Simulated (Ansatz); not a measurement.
Cd₄TeSe₃:
```
Cd4TeSe3
1.0
    4.41776     0.00000     0.00000
    0.00000     8.83636     0.00000
    0.00000     0.00000     6.21789
Cd Te Se
4 1 3
Cartesian
  0.00000   2.10629   0.05616
  0.00000   6.73006   0.05616
  2.20888   0.00000   3.16493
  2.20888   4.41818   2.93673
  0.00000   4.41818   4.66741
  2.20888   2.13634   1.55626
  2.20888   6.70002   1.55626
  0.00000   0.00000   4.65981
```

x, y and z are the axes in which the lattice vectors are written.

Give the proper piezoelectric stress tensor with relaxed ions from the program Ansatz at the r²SCAN level (PAW).

In C/m², rows x, y, z, Voigt columns; mesh uncertainty up to 0.01.
```
 0.00   0.00   0.00   0.00   0.12   0.00
 0.00   0.00   0.00  -0.13   0.00   0.00
 0.12  -0.12   0.00   0.00   0.00   0.00
```

The elastic tensor of the same run (GPa):

```
73.5  29.3  42.4   0.0   0.0   0.0
29.3  73.4  42.5   0.0   0.0   0.0
42.4  42.5  58.9   0.0   0.0   0.0
 0.0   0.0   0.0  21.5   0.0   0.0
 0.0   0.0   0.0   0.0  21.5   0.0
 0.0   0.0   0.0   0.0   0.0   8.7
```

Convert to strain constants d = e·S.

In pC/N:
```
 0.0   0.0   0.0   0.0   5.7   0.0
 0.0   0.0   0.0  -5.9   0.0   0.0
 2.7  -2.7   0.0   0.0   0.0   0.0
```

Space group Pmm2. The workflow started from a Materials Project entry (that database holds measured and hypothetical structures alike); the Crystallography Open Database copy checked does not list it. Its standing as an ambient phase is unchecked. The cell was relaxed with r²SCAN under the symmetry of its start; whether a distortion lowers the energy is not shown. Signs of piezoelectric constants follow the polarity of the cell as given. Spin–orbit coupling is left out wherever it is not named.

Potentials: the later of the program's two PAW sets.
